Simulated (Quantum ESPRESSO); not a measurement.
# Computed records: MgAl$_{3}$N$_{3}$O (made-up cell)

Computed with Quantum ESPRESSO 7.5. Calculation on a made-up crystal cell, not a measurement: periodic Kohn-Sham density functional theory in plane waves with PseudoDojo standard norm-conserving scalar-relativistic pseudopotentials, each functional with its own files (v0.5 for PBE, v0.4.1 for LDA and PBEsol), no spin polarisation, no spin-orbit coupling, atoms not relaxed, stress positive in tension, energies less a fixed whole-eV offset for each atom's element; levels are Kohn-Sham levels at fractions of this cell's reciprocal vectors, counted from the reference band (half the neutral cell's valence electrons, rounded up) at Gamma; error bars cover cutoff and k-mesh only, not smearing or the files; added strain carries the atoms with the cell, and shear is the tensor component; each bar is the largest change over components, and at least 0.002 eV, 0.002 eV per angstrom or 0.02 GPa; energies are for the whole cell, and the offsets were chosen from early runs and are not element reference energies.

### MgAl$_{3}$N$_{3}$O (made-up cell)

```
cell vectors (Å)
   3.1341    -0.0344     0.0289
  -0.0596     5.3850    -0.0205
   0.0472    -0.0193     5.0112
atoms (fractions of the cell vectors)
Al -0.01110 -0.00401  0.00073
Al  0.51651  0.49430 -0.00313
Al  0.45402  0.17051  0.50660
Mg -0.04217  0.66811  0.49785
N   0.02832  0.01446  0.37276
N   0.51272  0.50638  0.37425
N   0.47923  0.15471  0.88089
O  -0.00145  0.65753  0.85852
```

- lattice type: wurtzite
- functional: pbe
- cutoff: 1143 eV
- fermi dirac smearing: 0.025 eV
- scf tolerance: 1e-07 eV
- electrons removed: 0
- k mesh: 6 x 4 x 4, shifted by half a step
- free energy less offsets: -0.661 eV
- smearing term minus ts: 0 eV
- scf iterations: 12
- pressure: 11.92 GPa
- stress xx: -17.75 GPa
- stress yy: -9.388 GPa
- stress zz: -8.631 GPa
- stress yz: -3.884 GPa
- stress xz: -4.81 GPa
- stress xy: -14.28 GPa
- reference band: 20
- error bar energy: 0.002 eV
- error bar stress: 0.02 GPa
- error bar force: 0.002566 eV/Å
- error bar next band up: 0.002 eV
- error bars from: tighter rerun of a related cell

Atoms:
| atoms element | atom site | atom energy offset (eV) |
| --- | --- | --- |
| Al | 1 | -64 |
| Al | 2 | -64 |
| Al | 3 | -64 |
| Mg | 4 | -1617 |
| N | 5 | -283 |
| N | 6 | -283 |
| N | 7 | -283 |
| O | 8 | -452 |

Forces:
| site | x (eV/Å) | y (eV/Å) | z (eV/Å) |
| --- | --- | --- | --- |
| 1 | -0.5266 | 0.5862 | 1.306 |
| 2 | -0.7434 | -0.967 | 1.909 |
| 3 | 3.634 | 1.616 | -1.374 |
| 4 | 3.586 | 1.6 | -1.627 |
| 5 | -3.786 | -0.7327 | -1.04 |
| 6 | -3.557 | -2.882 | -2.269 |
| 7 | 1.041 | 0.4752 | -0.4972 |
| 8 | 0.3519 | 0.3048 | 3.591 |

Levels:
| level k point | next band up (eV) |
| --- | --- |
| Gamma | 1.305 |
| (1/2,1/2,1/2) | 2.97 |
| (0.15,0,0) | 2.109 |
| (0,0.15,0) | 1.671 |
| (0,0,0.15) | 1.662 |
